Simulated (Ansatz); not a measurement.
Ba₂SrWO₆:
Space group C2/m (No. 12); a = 10.349 Å, b = 5.988 Å, c = 6.105 Å, α = γ = 90.00°, β = 124.84°

```tsv
atom	site	symmetry	x	y	z
Ba	4i	m	0.2473	0.0000	0.2382
Sr	2c	2/m	0.5000	0.5000	0.5000
W	2b	2/m	0.0000	0.5000	0.0000
O	8j	1	0.4552	0.2268	0.1727
O	4i	m	0.2815	0.0000	0.7026
```
(The calculation used a cell of 10 atoms; values per cell refer to that cell.)

This is the PBEsol-relaxed structure.

All from PBEsol in the plane-wave PAW code Ansatz, unless another level is named. Estimate the HSE06 gap on the PBEsol cell.

4.29 eV.

What about the band gap?

2.84 eV (indirect).

And the electron effective mass?

0.56, 0.66, 2.0 mₑ (principal values).

Next, the weight of the valence-edge state by species (Voronoi cells)?

O 95 %, Ba 4 %.

The first step of the workflow began from a Materials Project structure, measured or hypothetical; the Crystallography Open Database copy checked does not list it. Whether it is the stable phase at ambient conditions was not checked. The cell was relaxed with PBEsol under the symmetry of its start; its stability against distortions is not shown here. No spin polarisation was allowed. No Hubbard U is applied. Scalar-relativistic: spin–orbit coupling is off unless named, which matters more the heavier the elements.

Potentials: the later of the program's two PAW sets.
